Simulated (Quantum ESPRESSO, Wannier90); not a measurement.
**Sr$_{2}$HN (R-3m), plane waves to Wannier functions**

Cell from Materials Project (mp-690794), symmetrised, no further relaxation. Not found in the COD (Crystallography Open Database) copy used; not checked further. Level: PBEsol, no spin polarisation, no spin-orbit coupling; pw.x of Quantum ESPRESSO at 68 Ry with PseudoDojo potentials, 6×6×6 k-points, Wannier90. Density: 10×10×10 mesh, cold smearing 0.01 Ry.

```
begin unit_cell_cart
ang
   -1.9067500266    3.3025879233    0.0000000000
   -3.8135000531    0.0000000000    0.0000000000
   -1.9067500266    1.1008626411    6.3022600000
end unit_cell_cart
mp_grid = 6 6 6
```

Neighbour vectors b of the finite-difference formula (Å⁻¹), by shell:

| shell | b_x | b_y | b_z |
|---|---|---|---|
| 1 | 0.00000 | 0.00000 | 0.16616 |
| 1 | 0.00000 | 0.00000 | -0.16616 |
| 2 | -0.27460 | -0.15854 | -0.05539 |
| 2 | 0.00000 | 0.31708 | -0.05539 |
| 2 | -0.27460 | 0.15854 | 0.05539 |
| 2 | 0.27460 | 0.15854 | 0.05539 |
| 2 | 0.00000 | -0.31708 | 0.05539 |
| 2 | 0.27460 | -0.15854 | -0.05539 |

Task: Find the weights w_b from the completeness condition Σ_b w_b b_α b_β = δ_αβ.

Result: Shell 1: Σ b_x² = 0.000, Σ b_y² = 0.000, Σ b_z² = 0.055 Å⁻²
Shell 2: Σ b_x² = 0.302, Σ b_y² = 0.302, Σ b_z² = 0.018 Å⁻²
Each of the three diagonal sums, weighted, has to give 1 and the off-diagonal ones 0, which holds for w_1 = 17.0 Å², w_2 = 3.32 Å². Check on xx: 17.00×0.000 + 3.32×0.302 = 1.00.

On this mesh the 5 functions of bands 9-13 (valence bands; start: s functions at random places, conv_tol = 1.0e-6) end with spreads 1.9640, 1.9779, 1.9618, 1.8294, 1.9981 Å², Ω_I = 8.9385 Å² and Ω_D = 0.0010 Å².

Ω_total is the sum of the spreads, 9.731 Å². Ω_OD = Ω_total − Ω_I − Ω_D = 0.792 Å². Only (Ω_D + Ω_OD)/Ω_total = 8.1 % depends on the gauge, and another start could lower the total by that share at most. The rms radius is √(Ω_total/5) = 1.40 Å.
